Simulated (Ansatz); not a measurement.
Relaxed candidate structures of Pb:

**A**
```
Pb
1.0
   -4.22863     4.22863     4.22863
    4.22863    -4.22863     4.22863
    4.22863     4.22863    -4.22863
Pb
8
Direct
  0.29043   0.29043   0.29043
  0.50000   0.00000   0.20957
  0.00000   0.20957   0.50000
  0.20957   0.50000   0.00000
  0.70957   0.70957   0.70957
  0.50000   0.00000   0.79043
  0.00000   0.79043   0.50000
  0.79043   0.50000   0.00000
```

**B**
```xyz
4
Lattice="3.5236 0.0000 0.0000 0.0000 11.5577 0.0000 -1.7613 0.0000 3.0543" Properties=species:S:1:pos:R:3 pbc="T T T"
Pb     0.8811     5.7789     1.5272
Pb     0.8811     0.0000     1.5272
Pb     2.6409     2.8894     0.5061
Pb    -0.8786     8.6683     2.5483
```

**C**
```xyz
1
Lattice="3.2138 0.0000 0.0000 0.0000 3.2138 0.0000 0.0000 0.0000 3.2138" Properties=species:S:1:pos:R:3 pbc="T T T"
Pb     1.6069     1.6069     1.6069
```

**D**
```cif
data_Pb
_chemical_formula_sum 'Pb1'
_space_group_name_H-M_alt 'P 1'
_space_group_IT_number 1
_cell_length_a 3.43176
_cell_length_b 3.43176
_cell_length_c 3.43176
_cell_angle_alpha 109.471
_cell_angle_beta 109.471
_cell_angle_gamma 109.471
loop_
_space_group_symop_operation_xyz
  'x, y, z'
loop_
_atom_site_label
_atom_site_type_symbol
_atom_site_fract_x
_atom_site_fract_y
_atom_site_fract_z
_atom_site_occupancy
Pb1 Pb 0.00000 0.00000 0.00000 1
```

**E**
```
Pb
1.0
    0.00000     2.50344     5.56942
    2.49582     0.00000     5.56942
    2.49582     2.50344     0.00000
Pb
2
Cartesian
  2.49582   2.50344   1.67663
  2.49582   2.50344   9.46221
```

Task: Order them by energy per atom (lowest first) at the level r2SCAN (plane waves to 500 eV, PAW, scalar-relativistic; Ansatz, a program for electronic structure).

Result: B (reference), D (+0.04 eV/atom), E (+0.08 eV/atom), C (+0.12 eV/atom), A (+0.20 eV/atom)

The lowest structure calculated, Fm-3m, cF4, fcc (Cu type), is not among these; it lies 0.01 eV/atom below the lowest of them. Probably no minimum, since a slightly shaken restart fell lower: Fmmm (nearly I4/mmm), oF8 (by 0.08 eV/atom, to I4/mmm). Each run could gain symmetry but not lose that of its start, so entries can be saddle points. All of these are generated cells (placed on structure types, drawn at random, substituted or restacked) that were not matched to a known phase here. Static energies at zero pressure. No spin polarisation in the result.
